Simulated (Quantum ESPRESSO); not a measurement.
**Band energies of WS$_{2}$ monolayer**

```
CELL_PARAMETERS angstrom
      3.14562     0.00000     0.00000
     -1.57281     2.72418     0.00000
      0.00000     0.00000    16.10000
ATOMIC_POSITIONS crystal
  S  0.00000 0.00000 0.90268
  S  0.00000 0.00000 0.09732
  W  0.66667 0.33333 0.00000
```

PBEsol (pw.x of Quantum ESPRESSO, ONCV potentials, no spin-orbit coupling); path ΓMKΓ; energies in eV from the valence-band maximum.

```csv
k (1/Å),point,band 9,band 10,band 11,band 12,band 13,band 14,band 15,band 16
0.00,Γ,-2.85,-2.19,-1.57,-1.57,-0.13,2.98,2.98,3.16
0.10,,-2.82,-2.33,-1.63,-1.49,-0.14,2.94,3.06,3.06
0.31,,-2.99,-2.55,-2.03,-1.35,-0.30,2.53,2.84,2.90
0.42,,-3.37,-2.33,-2.29,-1.43,-0.50,2.35,2.77,2.92
0.63,,-4.15,-2.81,-1.84,-1.75,-1.05,2.37,2.62,3.37
0.84,,-4.50,-3.20,-2.03,-1.42,-1.27,2.73,2.78,3.84
0.94,,-4.48,-3.33,-2.11,-1.29,-1.16,2.85,3.04,3.98
1.15,M,-4.51,-3.44,-2.18,-1.19,-0.96,3.01,3.42,4.07
1.38,,-4.44,-3.50,-2.15,-2.15,-0.58,2.88,3.56,4.25
1.49,,-4.38,-3.50,-2.81,-2.18,-0.44,2.67,3.71,3.84
1.71,,-4.46,-3.83,-3.36,-2.35,-0.10,2.07,3.35,4.08
1.82,K,-4.61,-3.91,-3.32,-2.41,0.00,1.94,3.30,4.16
2.01,,-4.25,-3.79,-3.46,-2.21,-0.29,2.29,3.38,3.85
2.20,,-4.20,-3.66,-3.20,-1.83,-0.69,2.44,3.37,3.42
2.29,,-4.35,-3.69,-2.84,-1.63,-0.81,2.25,3.23,3.33
2.48,,-4.04,-3.52,-2.27,-1.34,-0.89,2.02,2.89,3.05
2.68,,-3.43,-2.81,-2.28,-1.22,-0.60,2.21,2.72,2.81
2.77,,-3.16,-2.44,-2.39,-1.23,-0.40,2.39,2.77,2.80
2.96,,-2.74,-2.57,-1.78,-1.37,-0.17,2.86,2.87,3.05
3.15,Γ,-2.85,-2.19,-1.57,-1.57,-0.13,2.98,2.98,3.16
```

The PBEsol gap is direct, 1.94 eV at K. The valence-band maximum lies 5.72 eV below the vacuum level.

Spin-orbit coupling is left out, which matters for elements this heavy: edges can move by tenths of an eV.

Geometry relaxed with PBEsol.
